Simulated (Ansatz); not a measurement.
Problem. Name crystals whose computed values (plane-wave PAW PBEsol (Ansatz code)) fall in these windows: G_Hill (GPa) 37 to 50; B₀ by P(V) fit (GPa) 91 to 110.

Solution. 

| crystal | G_Hill (GPa) | B₀ by P(V) fit (GPa) |
|---|---|---|
| Zr, P6/mmm (Zr on 1a, Zr on 2d) | 44.1 | 102 |
| ScCu, CsCl type | 44.0 | 98.0 |
| NiBi, NiAs type | 43.8 | 107 |
| MgCu2, cubic Laves (MgCu2 type) | 43.0 | 105 |
| Ga2Cu, P4/mmm (Ga on 2h, Cu on 1a) | 42.2 | 93.9 |
Others may fit too.

Not the usual ambient phase: Zr, P6/mmm (Zr on 1a, Zr on 2d). Standing as an ambient phase not checked: ScCu, CsCl type; NiBi, NiAs type; MgCu2, cubic Laves (MgCu2 type); Ga2Cu, P4/mmm (Ga on 2h, Cu on 1a). All cells were relaxed under the symmetry of their starts (and spin orders); stability against distortions was not tested throughout. Rows with no word on spin ran without spin polarisation. Spin–orbit coupling is left out wherever it is not named.

Potentials: the later of the program's two PAW sets.
